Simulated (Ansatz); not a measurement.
VCu₃S₄:
```cif
data_Cu3S4V
_chemical_formula_sum 'V1 Cu3 S4'
_space_group_name_H-M_alt 'P-43m'
_space_group_IT_number 215
_space_group_name_Hall 'P -4 2 3'
_cell_length_a 5.24311
_cell_length_b 5.24311
_cell_length_c 5.24311
_cell_angle_alpha 90.000
_cell_angle_beta 90.000
_cell_angle_gamma 90.000
loop_
_atom_site_label
_atom_site_type_symbol
_atom_site_symmetry_multiplicity
_atom_site_Wyckoff_symbol
_atom_site_fract_x
_atom_site_fract_y
_atom_site_fract_z
_atom_site_occupancy
V1 V 1 a 0.00000 0.00000 0.00000 1
Cu1 Cu 3 d 0.00000 0.00000 0.50000 1
S1 S 4 e 0.24099 0.24099 0.24099 1
```

Relaxed with LDA.

**Question.** Give the optical modes at the zone centre with their infrared and Raman activity from DFPT, DFT-LDA in the program Ansatz with PAW potentials.

**Answer.** Transverse frequencies, without the LO–TO term; a row sums one degenerate level.

```tsv
ω (cm⁻¹)	degeneracy	IR ((D/Å)²/amu)	Raman (Å⁴/amu)	activity	symmetry
99	3	0.00	0	silent	T1
174	3	0.00	120	Raman	T2
228	3	1.42	280	IR+Raman	T2
295	3	0.00	0	silent	T1
311	3	0.85	16	IR+Raman	T2
327	2	0.00	980	Raman	E
395	1	0.00	3600	Raman	A1
460	3	8.32	46	IR+Raman	T2
```

**Question.** How high does the top mode go among those that the LO–TO term moves?

**Answer.** 465 cm⁻¹ for q along x.

The workflow started from a Materials Project entry (that database holds measured and hypothetical structures alike); the Crystallography Open Database files this formula in space group No. 215, but the cells were not matched. Its standing as an ambient phase is unchecked. The LDA relaxation kept the symmetry of its start; phonons on a q-mesh show no instability. The run is not spin-polarised.

Potentials: the later of the program's two PAW sets.
